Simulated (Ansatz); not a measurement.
**Calculated with Ansatz: CeCr₂B₂C, settings compared**

The input file (Ansatz 0.2.0, plane waves):

```yaml
crystal:
  lattice:
    - [3.762876, 0.0, 0.0]
    - [0.0, 3.762876, 0.0]
    - [0.0, 0.0, 4.956235]
  atoms:
    - { symbol: Ce, position: [0.0, 0.0, 0.0] }
    - { symbol: B, position: [0.5, 0.5, 0.224] }
    - { symbol: B, position: [0.5, 0.5, 0.776] }
    - { symbol: Cr, position: [0.0, 0.5, 0.5] }
    - { symbol: Cr, position: [0.5, 0.0, 0.5] }
    - { symbol: C, position: [0.0, 0.0, 0.5] }
  symmetry: { tolerance: 0.0003 }
kpoints:
  mp_grid: { grid: [5, 5, 4], shift: [0, 0, 0] }
magnetization:
  spin_polarized: false
scf:
  occupations: { method: fermi_dirac }
hamiltonian:
  pseudopotentials: { kind: paw }
  xc: r2scan
basis:
  ecutwfc: 500
output:
  forces: true
  stress: true
  eigenvalues: true
  write_density: true
  write_potential: true
  elf: true
  volumetric_format: npy
```

Run with:

```bash
ansatz run input.yaml --threads 1 --pin off --max-ram 2560MiB --backend cpu --events-out ev --progress --plain --runs-dir out
```

Origin of the cell: a known structure type with other elements, at an estimated volume, so it need not be a known compound.

The smearing width isn't typed, so it takes its default of 0.1 eV.

Output of this run (shortened):

```
band count auto-derived: 35 (N_el = 50.0; filled up to band 25; 31 by the electrons, moments and atoms)
Pseudopotentials: kind: paw
Pseudopotential: Ce, paw, valence charge 12, recommended cutoff 500 eV (meta_gga), Ce.paw.azcp
Pseudopotential: B, paw, valence charge 3, recommended cutoff 500 eV (meta_gga), B.paw.azcp
Pseudopotential: Cr, paw, valence charge 14, recommended cutoff 500 eV (meta_gga), Cr.paw.azcp
Pseudopotential: C, paw, valence charge 4, recommended cutoff 500 eV (meta_gga), C.paw.azcp
Functional definition: r2SCAN
  exchange = r2scan_x(k0 = k0, k1 = k1, a1 = a1)
  correlation = r2scan_c
Crystal: 6 atoms, lattice volume = 70.177 Å³
Basis set: ecut = 500 eV, 1803 PW (Γ), exchange–correlation on 120×120×160 points (64 copies of the dense FFT grid, shifted against one another)
[… 16 lines left out …]
Initial density: superposition of atomic densities (chi_scale 0.1, normalization cell, long waves kept (reshape's long-wave potential 0.01 eV rms))
Functional: x = r2scan, c = r2scan; τ floored in thin density (d = 2e-4 eV/Å³)
SCF iter   1: F=—  HF=-13933.392929 eV  Δρ=3.19e-1  dr2=8.05e1  dr2_τ=2.59e0  defer=1
SCF iter   2: F=—  HF=-13928.915914 eV  Δρ=3.07e-1  dr2=8.00e1  dr2_τ=3.91e0  defer=16
SCF iter   3: F=—  HF=-13921.573310 eV  Δρ=9.78e-2  dr2=6.05e0  dr2_τ=2.46e-1  defer=24
SCF iter   4: F=—  HF=-13920.642272 eV  Δρ=5.35e-2  dr2=2.46e0  dr2_τ=8.25e-2
SCF iter   5: F=—  HF=-13920.721383 eV  Δρ=1.45e-2  dr2=1.54e-1  dr2_τ=8.14e-3  defer=1
[… 8 lines left out …]
SCF iter  14: F=—  HF=-13920.558601 eV  Δρ=8.52e-5  dr2=5.15e-6  dr2_τ=5.51e-7
SCF iter  15: F=—  HF=-13920.558597 eV  Δρ=7.39e-5  dr2=4.77e-6  dr2_τ=2.03e-7
SCF iter  16: F=—  HF=-13920.558594 eV  Δρ=1.30e-4  dr2=1.51e-5  dr2_τ=5.00e-7  recentre
SCF iter  17: F=—  HF=-13920.558593 eV  Δρ=1.21e-5  dr2=1.36e-7  dr2_τ=6.83e-9
SCF iter  18: F=-13920.558593 eV  HF=-13920.558593 eV  Δρ=5.11e-6  dr2=3.13e-8  dr2_τ=8.66e-10
SCF 1 converged in 18 iterations: F = -13920.558593 eV  dr2 = 3.13e-8
the search or the solves at the SCF's close seem to have found levels that the self-consistency loop had missed (the run counts 1). By its estimate they hold 1.12e-12 electrons. The energies and the density leave them out; […]
SCF converged after 18 iterations
Free energy (F): -13920.558593 eV
Harris-Foulkes:  -13920.558593 eV  (|F-HF|=1.33e-8)
Internal energy: -13920.393285 eV  (E = F + TS)
E sigma→0 (E₀):  -13920.475939 eV
Entropy (-TS):   -0.165308 eV (-27.551 meV/atom)
Fermi energy:    15.205285 eV
--- Per-component energies (eV) ---
  E_band       = -352.161271
  E_kinetic    = 1249.975498
  E_local      = -4052.959509  (includes V_loc(G=0)·N_el)
  E_nonlocal   = 147.060960
  E_hartree    = 1770.567745
  E_xc         = -610.384004
  E_vxc        = -833.697011  (∫ρ·V_xc dr)
  E_paw        = -8153.800534  (= ΣΔE_a)
  E_vpaw       = -451.201751  (= ΣTr[D̂ρ^β])
  E_aug_tail   = 0.000448  (compensation charges beyond the density's cutoff)
  E_vtau       = 47.533888  (kinetic-family band-sum trace: ∫τ·v_τ [+ j·A + Jᵃ·Aᵃ] dr)
  E_ewald      = -4270.329953
  E_core_change = -0.523936  (= ΣΔE_core)
  E_smearing   = -0.165308  (= −TS)
  Σ components = -13920.558593   (vs F -13920.558593, Δ=0.00e0)
--- Forces (eV/Å), atoms counted from 1 ---
  atom   1  Ce    -0.000000     0.000000     0.000000
  atom   2  B      0.000000     0.000000    -0.204655
  atom   3  B      0.000000     0.000000     0.204655
  atom   4  Cr     0.000000    -0.000000     0.000000
  atom   5  Cr     0.000000     0.000000     0.000000
  atom   6  C     -0.000000    -0.000000     0.000000
  max |Σ_I F_I| component: 0.0 eV/Å
--- Stress (GPa, compression-positive) ---
       -1.298527       0.000000       0.000000
        0.000000      -1.298527       0.000000
        0.000000       0.000000       0.704645
  P = ⅓ Tr σ = -0.6308 GPa (-6.308 kbar)
```

The same input was run again with these changes:

1. `hamiltonian.xc` r2scan → revpbe
2. `basis.xc_grid` default → 1; `basis.ecutwfc` 500 → "51.4 Ry"; `hamiltonian.xc` r2scan → lda
3. `basis.ecutwfc` 500 → "500 eV"; `kpoints.mp_grid.grid` [5, 5, 4] → [6, 6, 5]; `scf.convergence.dr2_threshold` default → 1.0e-06
4. `kpoints.mp_grid.shift` [0, 0, 0] → [0.5, 0.5, 0.5]

```json
{"run": "base", "end": "converged", "SCF iterations": "18", "P (GPa)": "-0.63", "max force component (eV/Å)": "0.205", "moment (μB)": "–", "ΔE(σ→0) (meV/atom)": "0"}
{"run": "1", "end": "converged", "SCF iterations": "8", "P (GPa)": "3.43", "max force component (eV/Å)": "0.336", "moment (μB)": "–", "ΔE(σ→0) (meV/atom)": "–"}
{"run": "2", "end": "converged", "SCF iterations": "8", "P (GPa)": "-9.68", "max force component (eV/Å)": "0.110", "moment (μB)": "–", "ΔE(σ→0) (meV/atom)": "–"}
{"run": "3", "end": "converged", "SCF iterations": "18", "P (GPa)": "-0.62", "max force component (eV/Å)": "0.234", "moment (μB)": "–", "ΔE(σ→0) (meV/atom)": "0.25"}
{"run": "4", "end": "converged", "SCF iterations": "18", "P (GPa)": "-0.62", "max force component (eV/Å)": "0.282", "moment (μB)": "–", "ΔE(σ→0) (meV/atom)": "1.16"}
```

Energies are compared only where functional, datasets, charge and starting cell are the same.

Caveats of the base run: f shells without a U or exact exchange are poorly placed; no spin polarisation, so a magnetic state may lie lower; no spin-orbit coupling, though heavy elements are present; the k mesh is coarse if the cell is a metal.

Run 1: forces of this functional can be a tenth off on datasets made under PBE.
Run 3: the SCF threshold is loose for forces.

The base run took 25 s on 1 thread of Arm Neoverse V1 (shared host), peak memory 0.48 GiB, from the program's own first density.
